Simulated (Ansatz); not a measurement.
SiO2:
```cif
data_O8Si4
_chemical_formula_sum 'Si4 O8'
_space_group_name_H-M_alt 'P 1'
_space_group_IT_number 1
_cell_length_a 5.03058
_cell_length_b 5.03058
_cell_length_c 7.01384
_cell_angle_alpha 90.000
_cell_angle_beta 90.000
_cell_angle_gamma 90.000
loop_
_space_group_symop_operation_xyz
  'x, y, z'
loop_
_atom_site_label
_atom_site_type_symbol
_atom_site_fract_x
_atom_site_fract_y
_atom_site_fract_z
_atom_site_occupancy
Si1 Si 0.29770 0.29770 0.00000 1
Si2 Si 0.79770 0.20230 0.75000 1
Si3 Si 0.20230 0.79770 0.25000 1
Si4 Si 0.70230 0.70230 0.50000 1
O1 O 0.23973 0.10114 0.17794 1
O2 O 0.73973 0.39886 0.57206 1
O3 O 0.26027 0.60114 0.07206 1
O4 O 0.76027 0.89886 0.67794 1
O5 O 0.89886 0.76027 0.32206 1
O6 O 0.39886 0.73973 0.42794 1
O7 O 0.60114 0.26027 0.92794 1
O8 O 0.10114 0.23973 0.82206 1
```

Relaxed with PBEsol.

Task: Give the optical modes at the zone centre with their infrared activity from DFPT, PBEsol in the plane-wave PAW code Ansatz.

Result: Transverse frequencies, without the LO–TO term; a row sums one degenerate level.

```csv
ω (cm⁻¹),degeneracy,IR ((D/Å)²/amu),activity,symmetry
37,1,0.00,IR-inactive,B1
110,1,0.00,IR-inactive,B1
137,2,0.24,IR,E
213,1,0.00,IR-inactive,A1
255,2,0.15,IR,E
269,1,0.00,IR-inactive,B2
279,1,1.72,IR,A2
344,1,0.00,IR-inactive,A1
358,1,0.00,IR-inactive,B1
361,2,3.59,IR,E
391,1,0.00,IR-inactive,A1
414,1,0.00,IR-inactive,B2
440,2,29.19,IR,E
463,1,11.73,IR,A2
593,2,3.51,IR,E
762,1,0.00,IR-inactive,B1
764,1,0.00,IR-inactive,B2
765,1,6.75,IR,A2
770,2,0.04,IR,E
1058,1,0.00,IR-inactive,A1
1061,2,119.37,IR,E
1062,1,0.00,IR-inactive,B1
1064,1,56.92,IR,A2
1110,1,0.00,IR-inactive,B2
1177,2,1.89,IR,E
```

Task: How high does the top mode go among those that the LO–TO term moves?

Result: 1219 cm⁻¹ for q along x, 1219 cm⁻¹ for q along y, 1211 cm⁻¹ for q along z.

Space group P4_12_12. Symmetry was held in the PBEsol relaxation; of distortions, only those at the zone centre were tested.

Potentials: the later of the program's two PAW sets.
